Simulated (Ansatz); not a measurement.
KMgF3 (cubic perovskite), relaxed and computed with several functionals in Ansatz (plane waves, PAW).

```tsv
functional	a (Å)	gap (eV)	B₀ by P(V) fit (GPa)
LDA	3.908	7.44	86.3
r²SCAN	3.981	8.30	78.0
HSE06	4.005	9.46	73.0
PBEsol	3.991	7.12	72.3
PBE	4.054	6.96	66.2
```

All cells were relaxed under the symmetry of their starts (and spin orders); stability against distortions was not tested throughout.

Potentials: the later of the program's two PAW sets.

Ansatz (a quantum-chemistry and plane-wave program) is a plane-wave DFT program.
